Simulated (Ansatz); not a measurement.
# Au (fcc type) under strong compression

```yaml
crystal:
  lattice:
    - [0.00000, 2.02411, 2.02411]
    - [2.02411, 0.00000, 2.02411]
    - [2.02411, 2.02411, 0.00000]
  atoms:
    - { symbol: Au, position: [0.00000, 0.00000, 0.00000] }
```

The cell comes from a relaxation on PAW files under the same functional.

Its volume is scaled at fixed shape and fractional positions.

All numbers are LDA results (scalar-relativistic) from Ansatz 0.2.0, with a Γ-centred 18×18×18 k mesh, Fermi–Dirac smearing of 0.08 eV, no spin polarisation. Methods: LAPW: all electrons, basis error target 1 meV/atom; PAW: frozen-core files, cutoff 420 eV; crystal datasets: all electrons, by PAW datasets that the program makes for each cell; norm-conserving: pseudopotentials, cutoff 1034 eV; PAW (core large): files with a larger core, cutoff 420 eV.

Energies are extrapolated to zero smearing and count from the unscaled cell; pressure is positive in compression; gaps take the mesh and a band path. No temperature or zero-point motion is included.

Spin–orbit coupling is left out, which matters for the heavy atoms. The PAW files were made under PBE.

| V/V0 | V (Å³/atom) | P LAPW (GPa) | ΔE LAPW (eV/atom) | P PAW − LAPW (GPa) | ΔE PAW − LAPW (meV/atom) |
| --- | --- | --- | --- | --- | --- |
| 1.00 | 16.59 | 0.00 | 0.000 | -0.01 | 0.0 |
| 0.94 | 15.59 | 14.32 | 0.042 | 0.00 | 0.0 |
| 0.88 | 14.60 | ? | 0.192 | 0.00 | 0.0 |
| 0.80 | 13.27 | 80.7 | 0.657 | 0.02 | 0.1 |
| 0.72 | 11.94 | 157.9 | ? | 0.05 | 0.3 |
| 0.64 | 10.61 | 292.9 | 3.430 | 0.09 | 0.9 |
| 0.55 | 9.12 | 579.9 | 7.342 | 0.30 | 2.5 |
| 0.45 | 7.46 | 1277 | 16.440 | 0.64 | 7.8 |

(1) Fill in "ΔE LAPW (eV/atom)" for the row "0.72".

(2) Give the missing entry: row "0.88", column "P LAPW (GPa)".

(3) Fit the Vinet equation to the LAPW pressures over the whole range, with residuals weighted by 1/(|P| + 0.03·Pmax).

(4) From the table, what is the rise of the enthalpy H = E + pV up to the last row, and how stiff is the crystal between the last two rows?

(5) At the smallest volume, how far do crystal datasets and norm-conserving and PAW (core large) lie from LAPW in pressure?

(6) How do the Löwdin populations by LAPW change from the unscaled cell to the last row?

## Answers

(1) 1.616.

(2) 35.5.

(3) V0 = 16.60 Å³/atom, B0 = 189 GPa and B0′ = 5.92, and the fit misses no point by more than 4.9 GPa. A fit over so wide a range pins B0 less well than one near rest.

(4) ΔH = 16.440 eV + (1277 GPa × 7.46 Å³ − 0.00 GPa × 16.59 Å³) × 0.006242 eV/(GPa·Å³) = 75.91 eV/atom, of which pV makes 78 %. The mean bulk modulus there is −ΔP/Δln V = 3470 GPa.

(5) crystal datasets: 0.00 GPa; norm-conserving: -2.72 GPa; PAW (core large): +16.84 GPa, on a LAPW pressure of 1277 GPa.

(6) Au 5s 1.99 → 1.95 electrons an atom. These are projections on the shells that the free atoms fill; 0.16 e a cell lies outside them at the start and 0.23 e at the end.
